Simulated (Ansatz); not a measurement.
Relaxed-ion elastic tensor of NaTaO3 in space group Pnma (No. 62; Na on 4c, Ta on 4b, O on 8d, O on 4c) in GPa (Voigt order), the program Ansatz at the PBEsol level (PAW); density 7.12 g/cm³, 11.75 Å³ per atom.

```tsv
	1	2	3	4	5	6
1	245	75.6	76.4	0.0	0.0	0.0
2	75.6	282	32.1	0.0	0.0	0.0
3	76.4	32.1	234	0.0	0.0	0.0
4	0.0	0.0	0.0	86.5	0.0	0.0
5	0.0	0.0	0.0	0.0	112	0.0
6	0.0	0.0	0.0	0.0	0.0	86.9
```

Is the crystal mechanically stable?

Yes: the smallest eigenvalue of C is 86.5 GPa.

Work out the Voigt, Reuss and Hill averages.

K_V = 125, K_R = 124, K_H = 125; G_V = 95.6, G_R = 93.2, G_H = 94.4 GPa.

Give Young's modulus, Poisson's ratio, Pugh's ratio and the universal anisotropy index.

E = 9KG/(3K + G) = 226 GPa; ν = 0.20; K/G = 1.32 (brittle by the Pugh limit of 1.75); A_U = 5G_V/G_R + K_V/K_R − 6 = 0.14.

Estimate the sound speeds and the Debye temperature.

v_l = √((K + 4G/3)/ρ) = 5930 m/s, v_t = √(G/ρ) = 3640 m/s, mean 4020 m/s; Θ = (h/k)(3n/4πV)^(1/3) v_m = 526 K.

Solve the Christoffel equation for the three sound speeds along x, y, z.

Eigenvalues of C_ijkl n_j n_l equal ρv². In km/s, slowest first: x 3.49, 3.97, 5.87; y 3.48, 3.49, 6.29; z 3.48, 3.97, 5.73.

How much does each axis shrink under pressure?

Linear compressibilities β_i = Σ_j S_ij (j = 1 to 3): x 2.3, y 2.6, z 3.2 per TPa.

The first step of the workflow began from a Materials Project structure, measured or hypothetical; the Crystallography Open Database files this formula in space group No. 62, but the cells were not matched. Whether it is the stable phase at ambient conditions was not checked. The PBEsol relaxation kept the symmetry of its start; phonons on a q-mesh show no instability. No spin polarisation was allowed. Spin–orbit coupling is left out wherever it is not named.

Potentials: the later of the program's two PAW sets.
